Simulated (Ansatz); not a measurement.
Starting cell, WSe₂ (2H-MoS2 type, space group P6_3/mmc):

```
WSe2
1.0
    3.27899     0.00000     0.00000
   -1.63949     2.83969     0.00000
    0.00000     0.00000    12.78582
W Se
2 4
Direct
  0.33333   0.66667   0.25000
  0.66667   0.33333   0.75000
  0.33333   0.66667   0.61827
  0.66667   0.33333   0.11827
  0.66667   0.33333   0.38173
  0.33333   0.66667   0.88173
```

In this cell atom 1 (W, nearest neighbour Se at 2.534 Å; its periodic images, 3.3 Å or more away, move with it) is moved by s towards the nearest neighbour, unit vector (0.647, -0.374, -0.665); all other atoms and the cell stay fixed.

Calculation: PBE-D3(BJ) (plane waves to 420 eV, PAW, scalar-relativistic; Ansatz, a first-principles code). k mesh 9×9×2 (Γ-centred), Fermi-Dirac smearing 0.05 eV. The energy includes the smearing's −TS. Spin-orbit coupling is left out, though W is heavy. The PAW data are Ansatz's earlier set. WSe2 is run without spin polarisation. WSe2 was relaxed with its symmetry unable to fall. ΔE is measured from the undisplaced structure.

```tsv
s (Å)	ΔE (meV/cell)
-0.250	717
-0.200	459
-0.150	258
-0.100	115
-0.050	29
0.000	0
0.050	29
0.100	116
0.150	264
0.200	474
0.250	750
```

**Question.** What force constant k = d²E/ds² at s = 0 does the table give?

**Answer.** 23 eV/Å². It is the second difference of the nearest points, corrected with the next pair.

**Question.** With k = 23.05 eV/Å² from the forces, is the well harmonic out to s = 0.250 Å?

**Answer.** ½ks² = 720 meV/cell against the computed 750 meV/cell, so the well is close to harmonic there.

(A displaced cell: forces are minus the slopes of the energy, force constants its curvatures, and phonons follow from these.)
